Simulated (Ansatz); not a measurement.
Given:

Relaxed AlNi$_{3}$ (Cu3Au type):

```xyz
4
Lattice="3.5668 0.0000 0.0000 0.0000 3.5668 0.0000 0.0000 0.0000 3.5668" Properties=species:S:1:pos:R:3 pbc="T T T"
Ni     0.0000     1.7834     1.7834
Ni     1.7834     1.7834     0.0000
Ni     1.7834     0.0000     1.7834
Al     0.0000     0.0000     0.0000
```

In each cell atom 1 (Ni, nearest neighbour Ni at 2.522 Å; its periodic images, 3.6 Å or more away, move with it) moves by s·(-0.707, -0.707, 0.000) (towards the nearest neighbour), the rest being held.

These are PBE (plane waves to 420 eV, PAW, scalar-relativistic; Ansatz, a quantum-chemistry and plane-wave program) values and carry that method's errors. k mesh 11×11×11 (Γ-centred), Fermi-Dirac smearing 0.05 eV. The energy includes the smearing's −TS. With partly filled bands, energies and forces of such displacements shift with the k mesh and the smearing. AlNi3 was relaxed with its symmetry unable to fall. Relaxed AlNi3 ends ferromagnetic. Other magnetic orders were not checked, so this need not be the ground state. The zero of ΔE is the undisplaced structure.

The scan covers s from -0.500 to 0.500 Å in 11 points.

Is this a single well or a double well?

A single well with its minimum at or next to zero displacement.

Is the energy the same for equal positive and negative displacements?

Even: the same for both signs. With its periodic images moving along, the atom's site symmetry in this cell is 4/mmm.

What is the energy change at s = 0.500 Å?

1303 meV/cell.

What force acts on the atom along the line at s = -0.500 Å?

6.23 eV/Å.

What is the force constant k = d²E/ds² of this move at s = 0?

8.50 eV/Å².

(For displaced atoms, the force is minus the slope of the energy, and its curvature is a force constant, which sets phonon frequencies.)
